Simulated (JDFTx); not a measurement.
- surface = MgB2(1 0 -1 0), Mg outermost, slab composition Mg4B6
- bulk = MgB2, P6/mmm, lattice of mp-763 (not re-optimised)
- slab = 10 atoms in 10 planes, 1x1, 8.0 Å between the outermost planes
- in-plane cell = 3.063 × 3.521 Å, 10.78 Å²
- cell height = 24.0 Å
- sampling = 8×6×1 k mesh, Fermi smearing 0.01 Ha, no spin polarisation

Whether this polymorph is the ambient one wasn't checked.

Profiles through the double layer of this slab, charged, in CANDLE, water, 1 M KF; PBE, GBRV ultrasoft potentials, plane waves to 20/100 Ha, JDFTx (a modified build). z is the height above the outermost atoms, φ the plane-averaged electrostatic potential energy of an electron (zero in the bulk liquid), ρ_b the bound charge of solvent and ions, s the cavity shape function (0 in the solid, 1 in the liquid).

```json
[
 {"z (Å)": "0.81", "n (e/Å³)": "0.0633", "s": "0.00", "φ (eV)": "-2.461", "ρ_b (10⁻³ e/Å³)": "-0.04"},
 {"z (Å)": "1.27", "n (e/Å³)": "0.0281", "s": "0.00", "φ (eV)": "-1.301", "ρ_b (10⁻³ e/Å³)": "-1.25"},
 {"z (Å)": "1.72", "n (e/Å³)": "0.0120", "s": "0.00", "φ (eV)": "-0.339", "ρ_b (10⁻³ e/Å³)": "-5.55"},
 {"z (Å)": "2.18", "n (e/Å³)": "0.0045", "s": "0.05", "φ (eV)": "-0.068", "ρ_b (10⁻³ e/Å³)": "-1.41"},
 {"z (Å)": "2.64", "n (e/Å³)": "0.0016", "s": "0.24", "φ (eV)": "-0.031", "ρ_b (10⁻³ e/Å³)": "0.92"},
 {"z (Å)": "3.10", "n (e/Å³)": "0.0005", "s": "0.52", "φ (eV)": "-0.022", "ρ_b (10⁻³ e/Å³)": "0.48"},
 {"z (Å)": "3.55", "n (e/Å³)": "0.0002", "s": "0.80", "φ (eV)": "-0.017", "ρ_b (10⁻³ e/Å³)": "0.18"},
 {"z (Å)": "4.01", "n (e/Å³)": "0.0001", "s": "0.96", "φ (eV)": "-0.015", "ρ_b (10⁻³ e/Å³)": "0.06"},
 {"z (Å)": "4.47", "n (e/Å³)": "0.0000", "s": "1.00", "φ (eV)": "-0.013", "ρ_b (10⁻³ e/Å³)": "0.02"},
 {"z (Å)": "4.92", "n (e/Å³)": "0.0000", "s": "1.00", "φ (eV)": "-0.011", "ρ_b (10⁻³ e/Å³)": "0.00"},
 {"z (Å)": "5.38", "n (e/Å³)": "0.0000", "s": "1.00", "φ (eV)": "-0.009", "ρ_b (10⁻³ e/Å³)": "0.00"},
 {"z (Å)": "5.84", "n (e/Å³)": "0.0000", "s": "1.00", "φ (eV)": "-0.008", "ρ_b (10⁻³ e/Å³)": "0.00"},
 {"z (Å)": "6.30", "n (e/Å³)": "0.0000", "s": "1.00", "φ (eV)": "-0.007", "ρ_b (10⁻³ e/Å³)": "0.00"},
 {"z (Å)": "6.75", "n (e/Å³)": "0.0000", "s": "1.00", "φ (eV)": "-0.006", "ρ_b (10⁻³ e/Å³)": "0.00"},
 {"z (Å)": "7.21", "n (e/Å³)": "0.0000", "s": "1.00", "φ (eV)": "-0.005", "ρ_b (10⁻³ e/Å³)": "0.00"},
 {"z (Å)": "7.67", "n (e/Å³)": "0.0000", "s": "1.00", "φ (eV)": "-0.004", "ρ_b (10⁻³ e/Å³)": "0.00"}
]
```

Q: Is the electrode positively or negatively charged, and roughly by how much?

A: Positively: σ = 4.8 μC/cm² per face. The liquid's bound charge is of the opposite sign overall, and far from the surface φ decays with the screening length (3.0 Å).
